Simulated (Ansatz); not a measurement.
**Which start gave this state of MnIr?**

The cell (4 atoms) is MnIr as an experimental structure (space group P4/mmm, primitive cell doubled). The computed pressure is over 10 GPa in size, so the cell is far from the computed equilibrium volume. Source: COD entry 1537920; it may be a high-temperature, high-pressure or metastable form.

```
CELL_PARAMETERS angstrom
5.45179 0.00000 0.00000
0.00000 2.72590 0.00000
0.00000 0.00000 3.64300
ATOMIC_POSITIONS crystal
Mn 0.25000 0.50000 0.50000
Mn 0.75000 0.50000 0.50000
Ir 0.00000 0.00000 0.00000
Ir 0.50000 0.00000 0.00000
```

Site labels below count the atoms in this order, from 1.

All numbers below come from DFT, PBEsol, PAW, plane waves, scalar-relativistic (Ansatz development build ahead of 0.2.0).

* Plane-wave cutoff: 420 eV
* k-point mesh: 6×11×8 (Γ-centred)
* Occupations: Fermi–Dirac smearing, 0.1 eV
* Valence electrons: 64

The total moment includes the space between the atomic spheres.

In a plain SCF nothing is tried after convergence. Ends within 0.2 meV/atom and 0.1 μB count as one state.

One run gave this history:

| iteration | Harris–Foulkes energy + 31349 (eV) | largest residual (eV) | M (μB) | absolute moment (μB) |
| --- | --- | --- | --- | --- |
| 1 | 0.3734 | 2.00e+02 | 0.00 | 0.00 |
| 2 | 5.7485 | 6.56e+01 | 0.00 | 0.00 |
| 3 | 12.3519 | 5.06e+00 | 0.00 | 0.00 |
| 4 | 12.3020 | 1.72e+01 | 0.00 | 0.00 |
| 5 | 20.3605 | 2.63e+01 | 9.46 | 9.46 |
| 6 | 13.6317 | 8.24e-01 | 6.68 | 6.74 |
| 7 | 13.4067 | 4.29e-01 | 6.13 | 6.23 |
| 9 | 13.1260 | 3.34e-01 | 5.33 | 5.71 |
| 11 | 13.1001 | 7.27e-03 | 4.46 | 5.17 |
| 12 | 13.0908 | 7.16e-03 | 4.14 | 4.86 |
| 14 | 13.0828 | 7.58e-03 | 3.90 | 4.61 |
| 16 | 13.0841 | 1.16e-02 | 2.78 | 3.48 |
| 17 | 13.0753 | 3.18e-03 | 3.58 | 4.28 |
| 19 | 13.0711 | 1.06e-05 | 3.21 | 3.88 |
| 20 | 13.0711 | 7.27e-06 | 3.22 | 3.89 |
| 22 | 13.0710 | 4.37e-08 | 3.23 | 3.90 |

It ended ferromagnetic, site moments Mn1 1.73, Mn2 1.73, Ir3 -0.12, Ir4 -0.12 μB, total 3.23 μB per cell, no gap on the k-mesh.

Task: These set-ups ended in different states. Which one gave the run above?
A. no spin polarisation
B. spin on, no moments given (the program may seed its own), plain SCF
C. opposed moments +--+, plain SCF [Mn1 4.50, Mn2 -4.50, Ir3 -1.00, Ir4 1.00 μB]

Result: B. The others ended as follows, with energies against this run: “no spin polarisation” non-magnetic (no spin polarisation), +51.4 meV/atom; “opposed moments +--+, plain SCF” antiferromagnetic, -54.5 meV/atom.
